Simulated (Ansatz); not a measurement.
**Kick test of a cell of ScSbS₃**

The structure comes from a generated guess, relaxed at this level; another structure or a mixture of phases may lie lower.

Theory: DFT PBE, scalar-relativistic, plane waves, PAW (Ansatz). Cutoff 420 eV; k points 12×12×6 on the computed 5-atom cell (Γ-centred); Gaussian smearing, width 0.02 eV; no spin polarisation.

The cell below (5 atoms, space group P-6m2 (No. 187)) is relaxed within its symmetry.

```
Sc Sb S
1.0
     4.11879    0.00000    0.00000
    -2.05939    3.56698    0.00000
     0.00000    0.00000    7.92585
Sc Sb S
1 1 3
Direct
  0.33333 0.66667 0.50000
  0.66667 0.33333 0.00000
  0.00000 0.00000 0.79637
  0.00000 0.00000 0.20363
  0.66667 0.33333 0.50000
```

For the test a repeat of it with 10 atoms (edges 4.12, 7.13, 7.93 Å) was strained at random (σ = 1.5 % a component), the atoms were moved at random (σ = 0.10 Å), and all was relaxed again on a coarse 4×2×2 mesh (in the run’s order of axes) with 0.10 eV smearing, with no symmetry imposed.

Spin–orbit coupling, which can matter for Sb, is left out.

**Question.** Does it come back?

**Answer.** It doesn't return. The energy falls by 336 meV/atom on that mesh, the volume changes by 4.1 %, and the end has space group Cm (No. 8) at a loose tolerance. Relaxed again on an 8×8×4 mesh with 0.02 eV smearing, the new structure lies 329 meV/atom below the first (mesh in the axes of the run's cell; the cell below is made exact in the group named). Space group Cm (No. 8), monoclinic, a = 6.540 Å, b = 3.777 Å, c = 9.877 Å, β = 90.3°. Sc has 3 S at 2.50 Å and 3 S at 2.73 Å; Sb has 3 S at 2.67 Å and 3 S at 2.99 Å; S on its first site is surrounded by 3 Sc at 2.73 Å and 3 Sb at 2.99 Å; S on its second site is surrounded by 3 Sb at 2.67 Å; 1 more site not described.

```
Sc Sb S
1.0
     3.27012   -1.88856    0.00000
     3.27012    1.88856    0.00000
    -0.04446    0.00000    9.87654
Sc Sb S
1 1 3
Direct
  0.33090 0.33090 0.61046
  0.66699 0.66699 0.98495
  0.99870 0.99870 0.77727
  0.00129 0.00129 0.14052
  0.66341 0.66341 0.48680
```
